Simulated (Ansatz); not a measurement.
NiSb2Te4, MnBi2Te4-type layer, relaxed and computed with two functionals in Ansatz (plane waves, PAW).

| functional | a (Å) | thickness (Å) |
|---|---|---|
| PBE | 4.160 | 10.39 |
| r²SCAN+D4 | ? | ? |

Problem. Complete the blanks.

Solution. 
- r²SCAN+D4, a (Å): 4.157
- r²SCAN+D4, thickness (Å): 10.34

Spin orders computed, not proven ground states: NiSb2Te4, MnBi2Te4-type layer with PBE ferromagnetic; NiSb2Te4, MnBi2Te4-type layer with r²SCAN+D4 ferromagnetic. All cells were relaxed under the symmetry of their starts (and spin orders); stability against distortions was not tested throughout. Scalar-relativistic: spin–orbit coupling is off unless named, which matters more the heavier the elements. Constructed layers (a layer type filled with these elements): NiSb2Te4, MnBi2Te4-type layer; NiSb2Te4, MnBi2Te4-type layer.

Potentials: the later of the program's two PAW sets.

Ansatz (a program for electronic structure) is a plane-wave DFT program.
